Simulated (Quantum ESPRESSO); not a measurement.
## TaHfWO7F (one run as intended and one with a planted mistake)

A calculation, not a measurement. The program is pw.x of Quantum ESPRESSO 7.5 (plane-wave density functional theory). The cell is made up: 11 atoms on a rutile lattice with one site empty, with randomly drawn elements, strain and displacements, not relaxed. PseudoDojo standard norm-conserving files (v0.5 for PBE, v0.4.1 for LDA and PBEsol) set the functional; there is no spin polarisation, spin-orbit coupling or dispersion term, and the masses in the input are unused placeholders.

The hafnium pseudopotential is less sure than the others, with forces about 3 percent (worst 6) and pressure in oxides about 1.5 GPa (worst 2.7) from a second method in checks, which no rerun with the same files tests.

Intended input:

```
&control calculation='scf', pseudo_dir='./dojo.nc.sr.pbe.v0_5.standard.upf', outdir='./o', disk_io='medium', tprnfor=.true., tstress=.true. /
&system ibrav=0, nat=11, ntyp=5, nbnd=50, ecutwfc=84.00895049, nosym=.true., tot_charge=0,
 occupations='smearing', smearing='fd', degauss=0.0018374661
/
&electrons conv_thr=7.350e-09, electron_maxstep=60, /
ATOMIC_SPECIES
F 1.0 F.upf
Hf 1.0 Hf.upf
O 1.0 O.upf
Ta 1.0 Ta.upf
W 1.0 W.upf
CELL_PARAMETERS angstrom
4.9175 0.0293 -0.0146
0.0293 5.017 -0.0397
-0.0194 -0.0526 6.5072
ATOMIC_POSITIONS angstrom
Ta 0.0199 0.0012 0.0175
Hf 2.3898 2.5269 1.6104
W 2.4344 2.4924 4.8956
O 1.5118 1.6061 -0.0412
F 3.4085 3.4824 -0.0546
O 3.935 1.0028 1.5536
O 0.9691 4.0792 1.6255
O 1.4745 1.5075 3.1917
O 3.4157 3.49 3.2095
O 3.9179 0.915 4.9011
O 0.9735 4.0039 4.7926
K_POINTS automatic
5 4 4 1 1 1
```

The log is shortened where brackets say so; the opening notice, blank lines, dates and the lines on written files are dropped, and the path of the files is cut. It prints rydbergs, bohrs and kilobars, and counts compression as positive stress. Where no state is partly filled, the Fermi energy that it prints is only some level between the filled and the empty states on the mesh, and need not lie in the true gap.

Log of the intended run:

```
     Program PWSCF v.7.5
     Parallel version (MPI & OpenMP), running on       1 processor cores
     Number of MPI processes:                 1
     Threads/MPI process:                     1
     [start-up lines left out]
     bravais-lattice index     =            0
     lattice parameter (alat)  =       9.2929  a.u.
     unit-cell volume          =    1083.2598 (a.u.)^3
     number of atoms/cell      =           11
     number of atomic types    =            5
     number of electrons       =        88.00
     number of Kohn-Sham states=           50
     kinetic-energy cutoff     =      84.0090  Ry
     charge density cutoff     =     336.0358  Ry
     scf convergence threshold =      7.3E-09
     mixing beta               =       0.7000
     number of iterations used =            8  plain     mixing
     Exchange-correlation= PBE
                           (   1   4   3   4   0   0   0)
     [axes and pseudopotential details left out]
   Cartesian axes
     site n.     atom                  positions (alat units)
         1        Ta     tau(   1) = (   0.0040467   0.0002440   0.0035586  )
         2        Hf     tau(   2) = (   0.4859679   0.5138473   0.3274762  )
         3        W      tau(   3) = (   0.4950373   0.5068317   0.9955245  )
         4        O      tau(   4) = (   0.3074258   0.3266018  -0.0083781  )
         5        F      tau(   5) = (   0.6931214   0.7081490  -0.0111030  )
         6        O      tau(   6) = (   0.8001856   0.2039202   0.3159259  )
         7        O      tau(   7) = (   0.1970673   0.8295088   0.3305468  )
         8        O      tau(   8) = (   0.2998408   0.3065514   0.6490349  )
         9        O      tau(   9) = (   0.6945855   0.7096945   0.6526546  )
        10        O      tau(  10) = (   0.7967083   0.1860660   0.9966429  )
        11        O      tau(  11) = (   0.1979621   0.8141965   0.9745793  )
     number of k points=    40  Fermi-Dirac smearing, width (Ry)=  0.0018
                       cart. coord. in units 2pi/alat
        k(    1) = (   0.0995554   0.1226999   0.0957534), wk =   0.0500000
        k(    2) = (   0.1001075   0.1241918   0.2846966), wk =   0.0500000
     [further k points left out]
     Dense  grid:   112681 G-vectors     FFT dimensions: (  60,  60,  72)
     Estimated max dynamical RAM per process >     193.39 MB
     Initial potential from superposition of free atoms
     starting charge      87.9967, renormalised to      88.0000
     Starting wfcs are   62 randomized atomic wfcs
     total cpu time spent up to now is       27.5 secs
     per-process dynamical memory:   117.0 Mb
     Self-consistent Calculation
     iteration #  1     ecut=    84.01 Ry     beta= 0.70
     Davidson diagonalization with overlap
     ethr =  1.00E-02,  avg # of iterations =  2.0
     total cpu time spent up to now is       87.2 secs
     total energy              =    -671.62430683 Ry
     estimated scf accuracy    <       7.10149367 Ry
     iteration #  2     ecut=    84.01 Ry     beta= 0.70
     Davidson diagonalization with overlap
     ethr =  8.07E-03,  avg # of iterations =  6.6
     total cpu time spent up to now is      202.2 secs
     total energy              =    -665.79151355 Ry
     estimated scf accuracy    <      92.11924402 Ry
     [iterations 3 to 19 left out]
     iteration # 20     ecut=    84.01 Ry     beta= 0.70
     Davidson diagonalization with overlap
     ethr =  4.54E-11,  avg # of iterations =  2.0
     total cpu time spent up to now is     1303.7 secs
     total energy              =    -675.90824305 Ry
     estimated scf accuracy    <       0.00000001 Ry
     iteration # 21     ecut=    84.01 Ry     beta= 0.70
     Davidson diagonalization with overlap
     ethr =  1.24E-11,  avg # of iterations =  2.0
     total cpu time spent up to now is     1359.2 secs
     End of self-consistent calculation
     [lines on levels left out]
     the Fermi energy is     6.5316 ev
!    total energy              =    -675.90824305 Ry
     estimated scf accuracy    <          2.2E-09 Ry
     smearing contrib. (-TS)   =      -0.00000000 Ry
     internal energy E=F+TS    =    -675.90824305 Ry
     The total energy is F=E-TS. E is the sum of the following terms:
     one-electron contribution =    -261.50242916 Ry
     hartree contribution      =     165.09312931 Ry
     xc contribution           =    -159.09783512 Ry
     ewald contribution        =    -420.40110807 Ry
     convergence has been achieved in  21 iterations
     Forces acting on atoms (cartesian axes, Ry/au):
     atom    1 type  4   force =     0.03752536    0.10265097    0.09882495
     atom    2 type  2   force =    -0.01787599   -0.03130116    0.23460888
     atom    3 type  5   force =    -0.07348488   -0.06540423   -0.41527634
     atom    4 type  3   force =    -0.01414410   -0.01791023   -0.07268172
     atom    5 type  1   force =     0.03825960    0.03314121   -0.00873649
     atom    6 type  3   force =     0.01918104   -0.01936020   -0.16150877
     atom    7 type  3   force =    -0.01004860    0.00215151   -0.16902191
     atom    8 type  3   force =     0.09783208    0.10498693    0.12017055
     atom    9 type  3   force =    -0.09154566   -0.10266859    0.12160936
     atom   10 type  3   force =    -0.06327791    0.07646826    0.11678750
     atom   11 type  3   force =     0.07757905   -0.08275449    0.13522398
     Total force =     0.668966     Total SCF correction =     0.000131
     Computing stress (Cartesian axis) and pressure
          total   stress  (Ry/bohr**3)                   (kbar)     P=     -244.36
  -0.00125906   0.00066692   0.00009817         -185.21       98.11       14.44
   0.00066692  -0.00146868   0.00015888           98.11     -216.05       23.37
   0.00009817   0.00015888  -0.00225570           14.44       23.37     -331.83
     init_run     :     26.03s CPU     27.27s WALL (       1 calls)
     electrons    :   1290.69s CPU   1331.70s WALL (       1 calls)
     forces       :     10.62s CPU     10.75s WALL (       1 calls)
     stress       :     39.18s CPU     40.77s WALL (       1 calls)
     [timing details left out]
     PWSCF        :  22m46.91s CPU  23m31.30s WALL
     JOB DONE.
```

A second run has one planted mistake: the k-point mesh is too coarse. The input lines that differ, file-writing options aside:

```
- 5 4 4 1 1 1
+ 1 1 1 1 1 1
```

Its log:

```
     Program PWSCF v.7.5
     Parallel version (MPI & OpenMP), running on       4 processor cores
     Number of MPI processes:                 4
     Threads/MPI process:                     1
     [start-up lines left out]
     bravais-lattice index     =            0
     lattice parameter (alat)  =       9.2929  a.u.
     unit-cell volume          =    1083.2598 (a.u.)^3
     number of atoms/cell      =           11
     number of atomic types    =            5
     number of electrons       =        88.00
     number of Kohn-Sham states=           50
     kinetic-energy cutoff     =      84.0090  Ry
     charge density cutoff     =     336.0358  Ry
     scf convergence threshold =      7.3E-09
     mixing beta               =       0.7000
     number of iterations used =            8  plain     mixing
     Exchange-correlation= PBE
                           (   1   4   3   4   0   0   0)
     [axes and pseudopotential details left out]
   Cartesian axes
     site n.     atom                  positions (alat units)
         1        Ta     tau(   1) = (   0.0040467   0.0002440   0.0035586  )
         2        Hf     tau(   2) = (   0.4859679   0.5138473   0.3274762  )
         3        W      tau(   3) = (   0.4950373   0.5068317   0.9955245  )
         4        O      tau(   4) = (   0.3074258   0.3266018  -0.0083781  )
         5        F      tau(   5) = (   0.6931214   0.7081490  -0.0111030  )
         6        O      tau(   6) = (   0.8001856   0.2039202   0.3159259  )
         7        O      tau(   7) = (   0.1970673   0.8295088   0.3305468  )
         8        O      tau(   8) = (   0.2998408   0.3065514   0.6490349  )
         9        O      tau(   9) = (   0.6945855   0.7096945   0.6526546  )
        10        O      tau(  10) = (   0.7967083   0.1860660   0.9966429  )
        11        O      tau(  11) = (   0.1979621   0.8141965   0.9745793  )
     number of k points=     1  Fermi-Dirac smearing, width (Ry)=  0.0018
                       cart. coord. in units 2pi/alat
        k(    1) = (  -0.4982282  -0.4902180  -0.3833070), wk =   2.0000000
     Dense  grid:   112681 G-vectors     FFT dimensions: (  60,  60,  72)
     Estimated max dynamical RAM per process >     193.39 MB
     Estimated total dynamical RAM >     691.03 MB
     Initial potential from superposition of free atoms
     starting charge      87.9967, renormalised to      88.0000
     Starting wfcs are   62 randomized atomic wfcs
     total cpu time spent up to now is        2.9 secs
     per-process dynamical memory:   117.7 Mb
     Self-consistent Calculation
     iteration #  1     ecut=    84.01 Ry     beta= 0.70
     Davidson diagonalization with overlap
     ethr =  1.00E-02,  avg # of iterations =  2.0
     total cpu time spent up to now is        4.1 secs
     total energy              =    -671.54646803 Ry
     estimated scf accuracy    <       7.16286787 Ry
     iteration #  2     ecut=    84.01 Ry     beta= 0.70
     Davidson diagonalization with overlap
     ethr =  8.14E-03,  avg # of iterations =  7.0
     total cpu time spent up to now is        6.0 secs
     total energy              =    -665.52478045 Ry
     estimated scf accuracy    <      94.12141588 Ry
     [iterations 3 to 19 left out]
     iteration # 20     ecut=    84.01 Ry     beta= 0.70
     Davidson diagonalization with overlap
     ethr =  5.94E-11,  avg # of iterations =  2.0
     total cpu time spent up to now is       30.8 secs
     total energy              =    -675.87473315 Ry
     estimated scf accuracy    <       0.00000002 Ry
     iteration # 21     ecut=    84.01 Ry     beta= 0.70
     Davidson diagonalization with overlap
     ethr =  1.93E-11,  avg # of iterations =  3.0
     total cpu time spent up to now is       32.0 secs
     End of self-consistent calculation
     [lines on levels left out]
     the Fermi energy is     6.6754 ev
!    total energy              =    -675.87473315 Ry
     estimated scf accuracy    <          3.5E-09 Ry
     smearing contrib. (-TS)   =      -0.00000000 Ry
     internal energy E=F+TS    =    -675.87473315 Ry
     The total energy is F=E-TS. E is the sum of the following terms:
     one-electron contribution =    -261.61007275 Ry
     hartree contribution      =     165.26995385 Ry
     xc contribution           =    -159.13350618 Ry
     ewald contribution        =    -420.40110807 Ry
     convergence has been achieved in  21 iterations
     Forces acting on atoms (cartesian axes, Ry/au):
     atom    1 type  4   force =     0.04948616    0.11533219    0.10776373
     atom    2 type  2   force =    -0.02107999   -0.04094045    0.25970207
     atom    3 type  5   force =    -0.07944958   -0.07592823   -0.43351386
     atom    4 type  3   force =    -0.01480410   -0.01549600   -0.07008968
     atom    5 type  1   force =     0.03869446    0.03406169   -0.00711283
     atom    6 type  3   force =     0.01387904   -0.01580475   -0.18276571
     atom    7 type  3   force =    -0.00622534   -0.00242607   -0.18867171
     atom    8 type  3   force =     0.10431037    0.11196438    0.11617958
     atom    9 type  3   force =    -0.10047785   -0.10781375    0.11544715
     atom   10 type  3   force =    -0.07863081    0.09260517    0.13281443
     atom   11 type  3   force =     0.09429764   -0.09555418    0.15024681
     Total force =     0.720739     Total SCF correction =     0.000152
     Computing stress (Cartesian axis) and pressure
          total   stress  (Ry/bohr**3)                   (kbar)     P=     -238.16
  -0.00109443   0.00063960   0.00008492         -161.00       94.09       12.49
   0.00063960  -0.00132897   0.00013930           94.09     -195.50       20.49
   0.00008492   0.00013930  -0.00243361           12.49       20.49     -358.00
     init_run     :      2.56s CPU      2.64s WALL (       1 calls)
     electrons    :     28.98s CPU     29.21s WALL (       1 calls)
     forces       :      0.48s CPU      0.51s WALL (       1 calls)
     stress       :      1.19s CPU      1.21s WALL (       1 calls)
     [timing details left out]
     PWSCF        :     33.42s CPU     33.85s WALL
     JOB DONE.
```

|  | intended run | run with the mistake |
| --- | --- | --- |
| free energy (eV) | -9196.200 | -9195.744 |
| smearing term -TS (eV) | 0.0000 | 0.0000 |
| pressure (GPa) | -24.44 | -23.82 |
| largest force component (eV/Å) | 10.677 | 11.146 |
| largest change of a force component (eV/Å) |  | 0.645 |
| iterations | 21 | 21 |

For scale, a rerun of the intended cell at a cutoff of 1437 eV and k mesh 7 x 6 x 6 moved values by no more than 0.005 eV in energy, 0.03 GPa in stress and 0.003 eV/Å in force.